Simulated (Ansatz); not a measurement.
Y:
```yaml
crystal:
  lattice:
    - [-2.02016, 2.02016, 2.02016]
    - [2.02016, -2.02016, 2.02016]
    - [2.02016, 2.02016, -2.02016]
  atoms:
    - { symbol: Y, position: [0.00000, 0.00000, 0.00000] }
```

Relaxed with PBE. Special points in fractions of this cell's reciprocal vectors: Γ (0.000, 0.000, 0.000); H (0.500, -0.500, 0.500); N (0.000, 0.000, 0.500); P (0.250, 0.250, 0.250).

Task: List the band energies nearest the Fermi level at these points for PBE with spin–orbit coupling in the plane-wave PAW code Ansatz.

Result: In eV from the Fermi level; about four levels below and three above (degenerate sets whole), none deeper than 8.9 eV; points with the same levels are listed once.

```csv
k,below,above
Γ,-4.80 -4.80,1.61 1.61 1.61 1.61
H,-1.48 -1.48 -1.48 -1.48,5.16 5.16 5.19 5.19 5.19 5.19
N,-2.00 -2.00,0.15 0.15 0.69 0.69
P,-0.17 -0.17 -0.17 -0.17,4.21 4.21 4.21 4.21
```

Space group Im-3m (bcc (W type)). The start of the workflow was typed in or built on a structure type; neither database checked (COD, Materials Project) lists it. It is not the phase usual at ambient conditions (space group No. 194). The PBE relaxation kept the symmetry of its start; its stability against distortions is not shown here. No spin polarisation was allowed.

Potentials: the earlier of the program's two PAW sets.
